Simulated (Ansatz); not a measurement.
Input:

HfCuSi:
```cif
data_Cu4Hf4Si4
_chemical_formula_sum 'Hf4 Si4 Cu4'
_space_group_name_H-M_alt 'Pnma'
_space_group_IT_number 62
_space_group_name_Hall '-P 2ac 2n'
_cell_length_a 6.41643
_cell_length_b 3.88070
_cell_length_c 7.21851
_cell_angle_alpha 90.000
_cell_angle_beta 90.000
_cell_angle_gamma 90.000
loop_
_atom_site_label
_atom_site_type_symbol
_atom_site_symmetry_multiplicity
_atom_site_Wyckoff_symbol
_atom_site_fract_x
_atom_site_fract_y
_atom_site_fract_z
_atom_site_occupancy
Hf1 Hf 4 c 0.00974 0.25000 0.80738 1
Si1 Si 4 c 0.27959 0.25000 0.10140 1
Cu1 Cu 4 c 0.16917 0.25000 0.42328 1
```

This is the r²SCAN-relaxed structure.

**Question.** All from r²SCAN in the plane-wave PAW code Ansatz, unless another level is named. Estimate the electronic character.

**Answer.** metallic (no gap).

**Question.** And the formation energy from the elements (no fitted shifts)?

**Answer.** -640 meV/atom.

**Question.** And the density of states at the Fermi level?

**Answer.** 0.39 states/eV per atom (mean over ±0.08 eV).

The workflow started from a Materials Project entry (that database holds measured and hypothetical structures alike); the Crystallography Open Database copy checked does not list it. Whether it is the stable phase at ambient conditions was not checked. The r²SCAN relaxation kept the symmetry of its start; whether a distortion lowers the energy is not shown. The run is not spin-polarised. The references are the lowest solids computed at this level, not always the standard phases. Spin–orbit coupling is left out wherever it is not named.

Potentials: the later of the program's two PAW sets.
